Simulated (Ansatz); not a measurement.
This Bi4Te3 structure is the end of a relaxation. The cell was found from a structure generator's guess, not taken from experiment.

Level of theory: DFT PBE, scalar-relativistic, plane waves, PAW in Ansatz. Cutoff 420 eV, Γ-centred mesh, Gaussian smearing, no spin polarisation.

```xyz
7
Lattice="5.8576 0.0000 0.0000 -2.9288 5.0728 0.0000 0.0000 0.0000 10.5366" Properties=species:S:1:pos:R:3 pbc="T T T"
Bi    0.0000    3.3819    3.7071
Bi    0.0000    3.3819    6.8295
Bi    2.9288    1.6909    6.8295
Bi    2.9288    1.6909    3.7071
Te    2.9288    0.0000    0.0000
Te   -1.4644    2.5364    0.0000
Te    1.4644    2.5364    0.0000
```

The zero of energy is the elements' standard structures at the same level; no fitted shifts are applied.

Task: What space group does it have?

Result: P6/mmm (No. 191). Conventional cell: a = 5.858 Å, c = 10.537 Å. Around Bi lie 1 Bi at 3.12 Å and 3 Bi at 3.38 Å; Te has 4 Te at 2.93 Å.

Task: How far does it lie from the elements in energy?

Result: +0.29 eV/atom. A positive value: parting into the elements would lower its energy.

Task: Is it a metal?

Result: Yes, bands cross the Fermi level on the 6×6×4 mesh.

The last run used a 6×6×4 mesh (in the run's order of axes) for its 7-atom cell and Gaussian smearing of 0.10 eV. Weakly bound directions are ill-defined at this level, which has no dispersion term. These runs have no spin–orbit coupling, which can matter for Bi and Te. The reference form of Te is held partly by dispersion forces, which this level lacks. A structure relaxed within its symmetry needn't be a true minimum. Another cell of Bi4Te3 relaxed alike, in P-6m2, lies 158 meV/atom lower, so this cell isn't the stable form at this level.
